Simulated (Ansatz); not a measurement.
One crystal and one scan (scan of one atom of the cell) at two levels, PBE-D3(BJ) (plane waves to 420 eV, PAW, scalar-relativistic; Ansatz, an electronic-structure program) and r2SCAN+rVV10 (plane waves to 500 eV, PAW, scalar-relativistic; Ansatz), each from its own relaxed cell and on its own mesh. The cell shown is that of PBE-D3(BJ).

Relaxed MoS$_{2}$ (3R-MoS2 type, space group R3m):

```
CELL_PARAMETERS angstrom
      1.57661     0.91026     5.99789
     -1.57661     0.91026     5.99789
      0.00000    -1.82051     5.99789
ATOMIC_POSITIONS crystal
  Mo 0.00002 0.00002 0.00002
  S  0.75353 0.75353 0.75353
  S  0.57975 0.57975 0.57975
```

Scan: atom 2 (S, nearest neighbour Mo at 2.399 Å; its periodic images, 3.2 Å or more away, move with it) is displaced along Cartesian [111], direction (0.577, 0.577, 0.577) in Cartesian axes, by s. The other atoms stay.

The energy includes the smearing's −TS. MoS2 is run without spin polarisation. MoS2 was relaxed with its symmetry unable to fall. The PAW data are Ansatz's earlier set. This is one of several known forms of MoS2; the measured ambient cells at hand have space group No. 194. (PBE-D3(BJ)) Left out: 1 of 11 points, with atoms too close for the PAW data. (r2SCAN+rVV10) Left out: 1 of 11 points, with atoms too close for the PAW data. Both scans cover s from -0.384 to 0.480 Å.

ΔE (meV/cell), each from the undisplaced structure of its own level:

```json
[
 {"s (Å)": "-0.384", "PBE-D3(BJ)": "1400", "r2SCAN+rVV10": "withheld"},
 {"s (Å)": "-0.288", "PBE-D3(BJ)": "707", "r2SCAN+rVV10": "716"},
 {"s (Å)": "-0.192", "PBE-D3(BJ)": "283", "r2SCAN+rVV10": "287"},
 {"s (Å)": "-0.096", "PBE-D3(BJ)": "64", "r2SCAN+rVV10": "65"},
 {"s (Å)": "0.000", "PBE-D3(BJ)": "0", "r2SCAN+rVV10": "0"},
 {"s (Å)": "0.096", "PBE-D3(BJ)": "52", "r2SCAN+rVV10": "53"},
 {"s (Å)": "0.192", "PBE-D3(BJ)": "190", "r2SCAN+rVV10": "195"},
 {"s (Å)": "0.288", "PBE-D3(BJ)": "390", "r2SCAN+rVV10": "400"},
 {"s (Å)": "0.384", "PBE-D3(BJ)": "633", "r2SCAN+rVV10": "650"},
 {"s (Å)": "0.480", "PBE-D3(BJ)": "903", "r2SCAN+rVV10": "929"}
]
```

Task: Estimate the r2SCAN+rVV10 value at -0.384 from the PBE-D3(BJ) value there and the ratio of the two levels in the two nearest given rows on that side of the minimum.

Result: At -0.288 and -0.192 the ratio r2SCAN+rVV10/PBE-D3(BJ) averages 1.013, which gives 1.013 × 1400 = 1418 meV/cell. The calculation gives 1414 meV/cell, +1.0 % against PBE-D3(BJ).

(For displaced atoms, the force is minus the slope of the energy, and its curvature is a force constant, which sets phonon frequencies.)
